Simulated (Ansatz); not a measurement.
**Rb2Fe, before and after**

The cell of Rb2Fe is invented: close-packed layers stacked ABC (P-3m1, No. 164) (elements of the layers in order: Rb Rb Fe). Its size is a rough estimate.

start.cif

```cif
data_structure
_symmetry_space_group_name_H-M 'P 1'
_symmetry_Int_Tables_number 1
_cell_length_a 4.6711
_cell_length_b 4.6711
_cell_length_c 10.0074
_cell_angle_alpha 90.000
_cell_angle_beta 90.000
_cell_angle_gamma 120.000
_cell_volume 189.10
loop_
_atom_site_label
_atom_site_type_symbol
_atom_site_fract_x
_atom_site_fract_y
_atom_site_fract_z
_atom_site_occupancy
Rb1 Rb 0.33333 0.66667 0.79160 1
Rb2 Rb 0.66667 0.33333 0.20840 1
Fe1 Fe 0.00000 0.00000 0.50000 1
```

Level of theory: Ansatz, DFT PBE, scalar-relativistic, plane waves, PAW. Cutoff 420 eV, Gaussian smearing, Γ-centred meshes. Cell and atoms relax on a converged mesh. In metals the finer mesh still leaves noise of several meV/atom or more. The steps can't lower the symmetry of their start. Collinear spin, starting moments Fe 4.0 μB.

end.cif

```cif
data_structure
_symmetry_space_group_name_H-M 'P 1'
_symmetry_Int_Tables_number 1
_cell_length_a 4.6595
_cell_length_b 4.6595
_cell_length_c 9.2014
_cell_angle_alpha 90.000
_cell_angle_beta 90.000
_cell_angle_gamma 120.000
_cell_volume 173.01
loop_
_atom_site_label
_atom_site_type_symbol
_atom_site_fract_x
_atom_site_fract_y
_atom_site_fract_z
_atom_site_occupancy
Rb1 Rb 0.33333 0.66667 0.75595 1
Rb2 Rb 0.66667 0.33333 0.24405 1
Fe1 Fe 0.00000 0.00000 0.50000 1
```

The symmetry stays P-3m1 (No. 164). The end has the cadmium iodide type. The volume per atom shrinks by 8.5 %, from 63.0 to 57.7 Å³. The shortest distance goes from 3.97 Å (Rb–Fe) to 3.58 Å (Rb–Fe).

For Rb2Fe, the volume per atom is 57.67 Å³ and the density is 2.18 g/cm³. The formation energy is +1.11 eV/atom and the gap on the 12×12×6 mesh of the 3-atom cell is 0 eV (a metal). The net moment per atom is 0.99 μB and the moment by site is Fe 3.3 μB.

Formation energies are uncorrected and refer to the elements' standard structures at the same level. The separate elements lie lower, so it is unstable against them.

The last run used collinear spin and Gaussian smearing of 0.10 eV. The magnetic state reached may not be the lowest. A structure relaxed within its symmetry needn't be a true minimum. In all, the 3 runs took 8.8 min on 1 thread of Arm Neoverse V2, with other jobs on the host. Site moments count only spheres around the atoms; the net moment includes the space between them.
